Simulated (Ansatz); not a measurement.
Suppose SrAl3O2 takes space group P6/mmm (No. 191), with Sr on 1b; Al on 3g; O on 2c.

The calculation used DFT PBE, scalar-relativistic, plane waves, PAW in Ansatz 0.2.0. Cutoff 420 eV, Γ-centred mesh, Gaussian smearing, no spin polarisation.

The zero of energy is the elements' standard structures at the same level (O₂ as a molecule); no fitted shifts are applied.

Problem. Predict the relaxed structure.

Solution.

Space group P6/mmm (No. 191). a = 6.222 Å, b = 6.222 Å, c = 3.103 Å, α = 90.00°, β = 90.00°, γ = 120.00°
| atom | site | symmetry | x | y | z |
| --- | --- | --- | --- | --- | --- |
| Sr | 1b | 6/mmm | 0.0000 | 0.0000 | 0.5000 |
| Al | 3g | mmm | 0.5000 | 0.0000 | 0.5000 |
| O | 2c | -6m2 | 0.3333 | 0.6667 | 0.0000 |

Around Sr lie 2 Sr at 3.10 Å and 6 Al at 3.11 Å; Al is surrounded by 4 O at 2.37 Å, 6 Al at 3.10–3.11 Å and 2 Sr at 3.11 Å; around O lie 6 Al at 2.37 Å. Another local minimum with the same sites may exist.

Problem. And its energy and gap?

Solution. The energy over the elements is −0.26 eV/atom and the gap on the 6×6×12 mesh of the 6-atom cell is 0 eV (a metal).

The last run used Gaussian smearing of 0.10 eV. An odd number of electrons in the primitive cell allows no gap without spin; a larger cell or a magnetic state could open one. The cell is a metal run without spin; a magnetic state may lie lower. Symmetry constrained the relaxation, so the result can be a saddle point. Another cell of SrAl3O2 relaxed alike, in P-3m1, lies 0.98 eV/atom lower, so this cell isn't the stable form at this level.
